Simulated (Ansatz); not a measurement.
**Zone-centre phonons of BN at 4 GPa: input and output**

Computed with DFT LDA, scalar-relativistic, plane waves, PAW (Ansatz).

Launched with:
```bash
ansatz run input.yaml --threads 1 --pin off --max-ram 3072MiB --backend cpu --events-out ev --progress --plain --runs-dir out
```

Input (bare energies are in eV):
```yaml
crystal:
  lattice:
    - [0.0, 1.7844431752, 1.7844431752]
    - [1.7844431752, 0.0, 1.7844431752]
    - [1.7844431752, 1.7844431752, 0.0]
  atoms:
    - { symbol: B, position: [0.0, 0.0, 0.0] }
    - { symbol: "N", position: [0.75, 0.75, 0.75] }
basis:
  ecutwfc: 420
kpoints:
  mp_grid: { grid: [12, 12, 12] }
hamiltonian:
  xc: lda
scf:
  occupations: { method: fixed }
output:
  eigenvalues: true
phonons:
  method: dfpt
  dielectric: true
  rigid_motions: translations
  eigenvectors: true
```

The end of the output:
```
--- Phonons (Γ-DFPT): 2 representative perturbations + reference, on 280 of 1728 k-points (Σ response iterations 6) ---
  k mesh reduced under 4 symmetry operations, with k and −k counted as one. Each operation leaves every solved perturbation unchanged. A smaller set is not considered because the run solves the response ...
  ASR residual: 5.862e-5 → 0.000e0 eV/Å²; symmetrization residual: 3.336e-7 eV/Å²
  ASR residual per site (eV/Å²): 5.86e-5 3.55e-5
  Γ frequencies (cm⁻¹): 0.00 0.00 0.00 1080.98 1080.98 1080.98
  ε∞ (high-frequency dielectric tensor):
        4.556983     0.000000     0.000000
       -0.000000     4.556983    -0.000000
        0.000000     0.000000     4.556983
  ε⁰ (static dielectric tensor: ions relaxed, cell fixed):
        6.688643     0.000000     0.000000
       -0.000000     6.688643    -0.000000
        0.000000    -0.000000     6.688643
  ε⁰ − ε∞ (ionic part):
        2.131660    -0.000000     0.000000
       -0.000000     2.131660    -0.000000
        0.000000    -0.000000     2.131660
  softest optical mode at Γ: 1080.98 cm⁻¹; the repairs (sum rule, projections) moved no ω² at Γ by more than (1.23 cm⁻¹)²
  Born effective charges Z* (e; rows j = field, columns β = displacement):
    site 0:
         1.87346   -0.00000    0.00000
         0.00000    1.87346    0.00000
         0.00000   -0.00000    1.87346
    site 1:
        -1.87346    0.00000   -0.00000
        -0.00000   -1.87346   -0.00000
        -0.00000    0.00000   -1.87346
  Z* charge neutrality: 1.910e-6 e pre-enforcement
  k-mesh period / interband length: 30.3 Å / 1.29 Å = 23.52 at k = (0.0000, -0.5000, -0.5000), direct gap 9.524 eV — 14 or more, which is no proof of convergence
  optical modes at Γ without the LO–TO term, one row a degenerate level:
      ω (cm⁻¹) modes IR ((D/Å)²/amu)
       1080.98      3            39.8154
  optical modes at Γ + LO–TO along q̂ = [1.0000, 0.0000, 0.0000]:
      ω (cm⁻¹) modes IR ((D/Å)²/amu)
       1080.98      2            26.5436
       1309.63      1            13.2718
  optical modes at Γ + LO–TO along q̂ = [0.0000, 1.0000, 0.0000]:
      ω (cm⁻¹) modes IR ((D/Å)²/amu)
       1080.98      2            26.5436
       1309.63      1            13.2718
  optical modes at Γ + LO–TO along q̂ = [0.0000, 0.0000, 1.0000]:
      ω (cm⁻¹) modes IR ((D/Å)²/amu)
       1080.98      2            26.5436
       1309.63      1            13.2718
```

It took 4.7 s on 1 thread of AMD EPYC 9R45 96-Core Processor (Zen 5), with other jobs on the host, peak memory 0.45 GiB.